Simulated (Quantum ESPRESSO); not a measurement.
# Hf3TaO7N: one run as intended and one with a planted mistake

Computed values, not a measurement. The program is pw.x of Quantum ESPRESSO 7.5 (plane-wave density functional theory). The cell is made up: 12 atoms on a fluorite lattice, with randomly drawn elements, strain and displacements, not relaxed. PseudoDojo standard norm-conserving files (v0.5 for PBE, v0.4.1 for LDA and PBEsol) set the functional; there is no spin polarisation, spin-orbit coupling or dispersion term, and the masses in the input are unused placeholders.

The hafnium pseudopotential is less sure than the others, with forces about 3 percent (worst 6) and pressure in oxides about 1.5 GPa (worst 2.7) from a second method in checks, which no rerun with the same files tests.

Intended input:

```
&control calculation='scf', pseudo_dir='./dojo.nc.sr.pbe.v0_5.standard.upf', outdir='./o', disk_io='medium', tprnfor=.true., tstress=.true. /
&system ibrav=0, nat=12, ntyp=4, nbnd=54, ecutwfc=84.00895049, nosym=.true., tot_charge=0,
 occupations='smearing', smearing='fd', degauss=0.0018374661
/
&electrons conv_thr=7.350e-09, electron_maxstep=60, /
ATOMIC_SPECIES
Hf 1.0 Hf.upf
N 1.0 N.upf
O 1.0 O.upf
Ta 1.0 Ta.upf
CELL_PARAMETERS angstrom
5.2507 -0.0091 -0.0323
-0.0091 5.1439 -0.0075
-0.0323 -0.0075 5.1736
ATOMIC_POSITIONS angstrom
Hf -0.0923 0.0813 -0.0509
Hf 0.1536 2.6159 2.5712
Ta 2.6032 0.0735 2.4703
Hf 2.6012 2.472 -0.0342
O 1.3136 1.2343 1.3206
O 1.2588 1.2859 3.9566
O 1.2679 3.8599 1.2607
O 1.2792 3.8417 3.9195
N 4.0352 1.2463 1.1802
O 3.9034 1.2402 3.8976
O 4.0074 3.775 1.1911
O 3.9875 3.9277 3.9066
K_POINTS automatic
4 4 4 1 1 1
```

The log is shortened where brackets say so; the opening notice, blank lines, dates and the lines on written files are dropped, and the path of the files is cut. It prints rydbergs, bohrs and kilobars, and counts compression as positive stress. Where no state is partly filled, the Fermi energy that it prints is only some level between the filled and the empty states on the mesh, and need not lie in the true gap.

Log of the intended run:

```
     Program PWSCF v.7.5
     Parallel version (MPI & OpenMP), running on       1 processor cores
     Number of MPI processes:                 1
     Threads/MPI process:                     1
     [start-up lines left out]
     bravais-lattice index     =            0
     lattice parameter (alat)  =       9.9226  a.u.
     unit-cell volume          =     942.9317 (a.u.)^3
     number of atoms/cell      =           12
     number of atomic types    =            4
     number of electrons       =        96.00
     number of Kohn-Sham states=           54
     kinetic-energy cutoff     =      84.0090  Ry
     charge density cutoff     =     336.0358  Ry
     scf convergence threshold =      7.3E-09
     mixing beta               =       0.7000
     number of iterations used =            8  plain     mixing
     Exchange-correlation= PBE
                           (   1   4   3   4   0   0   0)
     [axes and pseudopotential details left out]
   Cartesian axes
     site n.     atom                  positions (alat units)
         1        Hf     tau(   1) = (  -0.0175782   0.0154833  -0.0096937  )
         2        Hf     tau(   2) = (   0.0292526   0.4981901   0.4896771  )
         3        Ta     tau(   3) = (   0.4957714   0.0139978   0.4704610  )
         4        Hf     tau(   4) = (   0.4953905   0.4707848  -0.0065133  )
         5        O      tau(   5) = (   0.2501711   0.2350686   0.2515042  )
         6        O      tau(   6) = (   0.2397346   0.2448957   0.7535222  )
         7        O      tau(   7) = (   0.2414676   0.7351060   0.2400964  )
         8        O      tau(   8) = (   0.2436197   0.7316399   0.7464567  )
         9        N      tau(   9) = (   0.7684914   0.2373540   0.2247654  )
        10        O      tau(  10) = (   0.7433905   0.2361923   0.7422859  )
        11        O      tau(  11) = (   0.7631969   0.7189371   0.2268413  )
        12        O      tau(  12) = (   0.7594070   0.7480183   0.7439999  )
     number of k points=    32  Fermi-Dirac smearing, width (Ry)=  0.0018
                       cart. coord. in units 2pi/alat
        k(    1) = (   0.1260108   0.1280072   0.1278377), wk =   0.0625000
        k(    2) = (   0.1275724   0.1283800   0.3815788), wk =   0.0625000
     [further k points left out]
     Dense  grid:    98137 G-vectors     FFT dimensions: (  60,  60,  60)
     Estimated max dynamical RAM per process >     172.45 MB
     Initial potential from superposition of free atoms
     starting charge      95.9935, renormalised to      96.0000
     Starting wfcs are   72 randomized atomic wfcs
     total cpu time spent up to now is       17.2 secs
     per-process dynamical memory:   105.6 Mb
     Self-consistent Calculation
     iteration #  1     ecut=    84.01 Ry     beta= 0.70
     Davidson diagonalization with overlap
     ethr =  1.00E-02,  avg # of iterations =  2.0
     total cpu time spent up to now is       54.1 secs
     total energy              =    -719.43268354 Ry
     estimated scf accuracy    <       5.49187663 Ry
     iteration #  2     ecut=    84.01 Ry     beta= 0.70
     Davidson diagonalization with overlap
     ethr =  5.72E-03,  avg # of iterations =  5.8
     total cpu time spent up to now is      111.5 secs
     total energy              =    -716.77398457 Ry
     estimated scf accuracy    <      31.10139227 Ry
     [iterations 3 to 14 left out]
     iteration # 15     ecut=    84.01 Ry     beta= 0.70
     Davidson diagonalization with overlap
     ethr =  1.09E-10,  avg # of iterations =  4.1
     total cpu time spent up to now is      787.5 secs
     total energy              =    -722.27064794 Ry
     estimated scf accuracy    <       0.00000001 Ry
     iteration # 16     ecut=    84.01 Ry     beta= 0.70
     Davidson diagonalization with overlap
     ethr =  1.12E-11,  avg # of iterations =  4.3
     total cpu time spent up to now is      851.1 secs
     End of self-consistent calculation
     [lines on levels left out]
     the Fermi energy is    12.9413 ev
!    total energy              =    -722.27064794 Ry
     estimated scf accuracy    <          3.7E-09 Ry
     smearing contrib. (-TS)   =      -0.00000000 Ry
     internal energy E=F+TS    =    -722.27064794 Ry
     The total energy is F=E-TS. E is the sum of the following terms:
     one-electron contribution =    -125.66457712 Ry
     hartree contribution      =     116.22155857 Ry
     xc contribution           =    -179.72577833 Ry
     ewald contribution        =    -533.10185107 Ry
     convergence has been achieved in  16 iterations
     Forces acting on atoms (cartesian axes, Ry/au):
     atom    1 type  1   force =    -0.01853647   -0.06164929    0.02333435
     atom    2 type  1   force =    -0.08221524    0.02699239   -0.01052894
     atom    3 type  4   force =     0.10889559    0.00684961   -0.05130084
     atom    4 type  1   force =     0.07480835    0.03822558    0.02434848
     atom    5 type  3   force =     0.05883266    0.00704712    0.04561274
     atom    6 type  3   force =     0.02777198   -0.01589267   -0.05696577
     atom    7 type  3   force =     0.06112072    0.00473005    0.04744317
     atom    8 type  3   force =     0.04687857    0.00044045   -0.04923238
     atom    9 type  2   force =    -0.11212546   -0.02708052    0.11269815
     atom   10 type  3   force =    -0.05910032    0.03267801   -0.07624594
     atom   11 type  3   force =    -0.05715263    0.02129448    0.06064417
     atom   12 type  3   force =    -0.04917774   -0.03363521   -0.06980719
     Total force =     0.327363     Total SCF correction =     0.000150
     Computing stress (Cartesian axis) and pressure
          total   stress  (Ry/bohr**3)                   (kbar)     P=     -128.23
  -0.00124041  -0.00012054   0.00013541         -182.47      -17.73       19.92
  -0.00012054  -0.00059076   0.00012222          -17.73      -86.90       17.98
   0.00013541   0.00012222  -0.00078393           19.92       17.98     -115.32
     init_run     :     14.99s CPU     17.01s WALL (       1 calls)
     electrons    :    798.27s CPU    833.94s WALL (       1 calls)
     forces       :     12.31s CPU     12.43s WALL (       1 calls)
     stress       :     44.45s CPU     46.15s WALL (       1 calls)
     [timing details left out]
     PWSCF        :  14m30.32s CPU  15m10.47s WALL
     JOB DONE.
```

A second run has one planted mistake: the self-consistency threshold is too loose. The input lines that differ, file-writing options aside:

```
- &electrons conv_thr=7.350e-09, electron_maxstep=60, /
+ &electrons conv_thr=2.205e-02, electron_maxstep=60, /
```

Its log:

```
     Program PWSCF v.7.5
     Parallel version (MPI & OpenMP), running on       1 processor cores
     Number of MPI processes:                 1
     Threads/MPI process:                     1
     [start-up lines left out]
     bravais-lattice index     =            0
     lattice parameter (alat)  =       9.9226  a.u.
     unit-cell volume          =     942.9317 (a.u.)^3
     number of atoms/cell      =           12
     number of atomic types    =            4
     number of electrons       =        96.00
     number of Kohn-Sham states=           54
     kinetic-energy cutoff     =      84.0090  Ry
     charge density cutoff     =     336.0358  Ry
     scf convergence threshold =      2.2E-02
     mixing beta               =       0.7000
     number of iterations used =            8  plain     mixing
     Exchange-correlation= PBE
                           (   1   4   3   4   0   0   0)
     [axes and pseudopotential details left out]
   Cartesian axes
     site n.     atom                  positions (alat units)
         1        Hf     tau(   1) = (  -0.0175782   0.0154833  -0.0096937  )
         2        Hf     tau(   2) = (   0.0292526   0.4981901   0.4896771  )
         3        Ta     tau(   3) = (   0.4957714   0.0139978   0.4704610  )
         4        Hf     tau(   4) = (   0.4953905   0.4707848  -0.0065133  )
         5        O      tau(   5) = (   0.2501711   0.2350686   0.2515042  )
         6        O      tau(   6) = (   0.2397346   0.2448957   0.7535222  )
         7        O      tau(   7) = (   0.2414676   0.7351060   0.2400964  )
         8        O      tau(   8) = (   0.2436197   0.7316399   0.7464567  )
         9        N      tau(   9) = (   0.7684914   0.2373540   0.2247654  )
        10        O      tau(  10) = (   0.7433905   0.2361923   0.7422859  )
        11        O      tau(  11) = (   0.7631969   0.7189371   0.2268413  )
        12        O      tau(  12) = (   0.7594070   0.7480183   0.7439999  )
     number of k points=    32  Fermi-Dirac smearing, width (Ry)=  0.0018
                       cart. coord. in units 2pi/alat
        k(    1) = (   0.1260108   0.1280072   0.1278377), wk =   0.0625000
        k(    2) = (   0.1275724   0.1283800   0.3815788), wk =   0.0625000
     [further k points left out]
     Dense  grid:    98137 G-vectors     FFT dimensions: (  60,  60,  60)
     Estimated max dynamical RAM per process >     172.45 MB
     Initial potential from superposition of free atoms
     starting charge      95.9935, renormalised to      96.0000
     Starting wfcs are   72 randomized atomic wfcs
     total cpu time spent up to now is       20.3 secs
     per-process dynamical memory:   105.6 Mb
     Self-consistent Calculation
     iteration #  1     ecut=    84.01 Ry     beta= 0.70
     Davidson diagonalization with overlap
     ethr =  1.00E-02,  avg # of iterations =  2.0
     total cpu time spent up to now is       60.1 secs
     total energy              =    -719.43268354 Ry
     estimated scf accuracy    <       5.49187663 Ry
     iteration #  2     ecut=    84.01 Ry     beta= 0.70
     Davidson diagonalization with overlap
     ethr =  5.72E-03,  avg # of iterations =  5.8
     total cpu time spent up to now is      117.8 secs
     total energy              =    -716.77398457 Ry
     estimated scf accuracy    <      31.10139227 Ry
     [iterations 3 to 4 left out]
     iteration #  5     ecut=    84.01 Ry     beta= 0.70
     Davidson diagonalization with overlap
     ethr =  5.66E-04,  avg # of iterations =  3.5
     total cpu time spent up to now is      269.1 secs
     total energy              =    -722.22929236 Ry
     estimated scf accuracy    <       0.19848554 Ry
     iteration #  6     ecut=    84.01 Ry     beta= 0.70
     Davidson diagonalization with overlap
     ethr =  2.07E-04,  avg # of iterations =  7.9
     total cpu time spent up to now is      333.4 secs
     End of self-consistent calculation
     [lines on levels left out]
     the Fermi energy is    12.8833 ev
!    total energy              =    -722.26348543 Ry
     estimated scf accuracy    <       0.00985800 Ry
     smearing contrib. (-TS)   =      -0.00000000 Ry
     internal energy E=F+TS    =    -722.26348543 Ry
     The total energy is F=E-TS. E is the sum of the following terms:
     one-electron contribution =    -125.79531625 Ry
     hartree contribution      =     116.39366514 Ry
     xc contribution           =    -179.75998324 Ry
     ewald contribution        =    -533.10185107 Ry
     convergence has been achieved in   6 iterations
     Forces acting on atoms (cartesian axes, Ry/au):
     atom    1 type  1   force =    -0.02709762   -0.06124517    0.02607302
     atom    2 type  1   force =    -0.09220936    0.02469601   -0.01327471
     atom    3 type  4   force =     0.12046546    0.01134352   -0.05772777
     atom    4 type  1   force =     0.08324271    0.03870622    0.02767832
     atom    5 type  3   force =     0.05475804    0.00891299    0.04057201
     atom    6 type  3   force =     0.02464468   -0.01492107   -0.05154729
     atom    7 type  3   force =     0.05814840    0.00374310    0.04169682
     atom    8 type  3   force =     0.04525644    0.00033609   -0.04573680
     atom    9 type  2   force =    -0.11143451   -0.03288936    0.11134261
     atom   10 type  3   force =    -0.05358759    0.03170181   -0.07283011
     atom   11 type  3   force =    -0.05686007    0.02245542    0.05962898
     atom   12 type  3   force =    -0.04532659   -0.03283957   -0.06587508
     Total force =     0.330073     Total SCF correction =     0.241416
     SCF correction compared to forces is large: reduce conv_thr to get better values
     Computing stress (Cartesian axis) and pressure
          total   stress  (Ry/bohr**3)                   (kbar)     P=     -135.01
  -0.00127396  -0.00014364   0.00016609         -187.41      -21.13       24.43
  -0.00014364  -0.00064850   0.00015427          -21.13      -95.40       22.69
   0.00016609   0.00015427  -0.00083081           24.43       22.69     -122.22
     init_run     :     18.92s CPU     20.08s WALL (       1 calls)
     electrons    :    299.79s CPU    313.07s WALL (       1 calls)
     forces       :     11.27s CPU     11.39s WALL (       1 calls)
     stress       :     40.17s CPU     41.91s WALL (       1 calls)
     [timing details left out]
     PWSCF        :   6m10.53s CPU   6m27.10s WALL
     JOB DONE.
```

|  | intended run | run with the mistake |
| --- | --- | --- |
| free energy (eV) | -9826.993 | -9826.895 |
| smearing term -TS (eV) | 0.0000 | 0.0000 |
| pressure (GPa) | -12.82 | -13.50 |
| largest force component (eV/Å) | 2.898 | 3.097 |
| largest change of a force component (eV/Å) |  | 0.297 |
| iterations | 16 | 6 |

For scale, a rerun of the intended cell at 1437 eV and a 6 x 6 x 6 mesh moved values by no more than 0.002 eV in energy, 0.04 GPa in stress and 0.008 eV/Å in force.